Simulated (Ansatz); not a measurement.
Data:

TlBiTe$_{2}$:
```cif
data_BiTe2Tl
_chemical_formula_sum 'Tl1 Bi1 Te2'
_space_group_name_H-M_alt 'P 1'
_space_group_IT_number 1
_cell_length_a 8.12226
_cell_length_b 8.12226
_cell_length_c 8.12226
_cell_angle_alpha 32.166
_cell_angle_beta 32.166
_cell_angle_gamma 32.166
loop_
_space_group_symop_operation_xyz
  'x, y, z'
loop_
_atom_site_label
_atom_site_type_symbol
_atom_site_fract_x
_atom_site_fract_y
_atom_site_fract_z
_atom_site_occupancy
Tl1 Tl 0.50000 0.50000 0.50000 1
Bi1 Bi 0.00000 0.00000 0.00000 1
Te1 Te 0.74301 0.74301 0.74301 1
Te2 Te 0.25699 0.25699 0.25699 1
```

This is the PBEsol-relaxed structure.

### Question
All from DFT-PBEsol in the program Ansatz with PAW potentials, unless another level is named. Give the Born charges (a third of the trace).

### Answer
Tl +3.05, Bi +7.12, Te -5.08 e.

### Question
Predict the electronic dielectric constant ε∞ (DFPT).

### Answer
32.8 (xx = yy), 29.7 (zz).

Space group R-3m. The first step of the workflow began from a Materials Project structure, measured or hypothetical; the Crystallography Open Database files this formula in space group No. 166, but the cells were not matched. Whether it is the stable phase at ambient conditions was not checked. The cell was relaxed with PBEsol under the symmetry of its start; whether a distortion lowers the energy is not shown. Spin–orbit coupling is left out wherever it is not named.

Potentials: the later of the program's two PAW sets.
